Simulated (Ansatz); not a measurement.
Here is the system:

TePt:
```
TePt
1.0
    4.22235     0.00000     0.00000
   -2.11118     3.65666     0.00000
    0.00000     0.00000     5.54104
Te Pt
2 2
Direct
  0.66667   0.33333   0.75000
  0.33333   0.66667   0.25000
  0.00000   0.00000   0.50000
  0.00000   0.00000   0.00000
```

This is the PBEsol-relaxed structure.

Problem. All from plane-wave PAW PBEsol (Ansatz code), unless another level is named. Give the bulk modulus (Birch–Murnaghan fit).

Solution. 137 GPa.

Problem. Next, the highest zone-centre frequency?

Solution. 159 cm⁻¹.

Space group P6_3/mmc (NiAs type). The first step of the workflow began from a Materials Project structure, measured or hypothetical; the Crystallography Open Database files this formula in space group No. 194, but the cells were not matched. Its standing as an ambient phase is unchecked. Symmetry was held in the PBEsol relaxation; its stability against distortions is not shown here. The run is not spin-polarised. As this level gives no gap, phonon frequencies hold no LO–TO term and depend on the k-mesh and smearing (Fermi–Dirac, 0.1 eV here). Spin–orbit coupling is left out wherever it is not named.

Potentials: the later of the program's two PAW sets.
